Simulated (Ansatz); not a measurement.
A geometry of MoS₂ away from equilibrium: step 2 of the relaxation of a relaxed MoS2 cell, doubled along one cell vector, shaken by Gaussian noise of σ = 0.08 Å a coordinate. These are r2SCAN (plane waves to 500 eV, PAW, scalar-relativistic; Ansatz, a program for electronic structure) values and carry that method's errors. Γ-centred k-mesh 4×8×2 on the run's cell (coarser than for final values), Fermi–Dirac smearing 0.05 eV.

```xyz
12
Lattice="6.3822 -0.0021 0.0008 -1.5965 2.7395 0.0001 0.0016 0.0013 13.0117" Properties=species:S:1:pos:R:3 pbc="T T T"
Mo    -0.0007     1.8340     3.1988
Mo     3.1570     1.8337     3.2197
Mo     1.5927     0.8292     9.7647
Mo     4.8273     0.8134     9.7769
S      0.0045     1.7678     8.2080
S      3.1889     1.7530     8.2348
S      1.5806     0.8890     1.6894
S      4.7548     0.9208     1.6582
S      1.5416     0.9290     4.8057
S      4.8170     0.9267     4.7195
S      0.0239     1.7668    11.3397
S      3.2165     1.7417    11.3153
```

Question: Which atoms carry the largest force, and which way does it point?

Answer: 0.91 eV/Å, on S10 (atoms numbered as listed); on S10 its components are (-0.63, -0.01, 0.65).

Question: What is the pressure?

Answer: +1.2 GPa, compression positive.

No spin polarisation in the result. No dispersion correction is included, so spacings between layers, chains or molecules are soft and tend to come out too large.
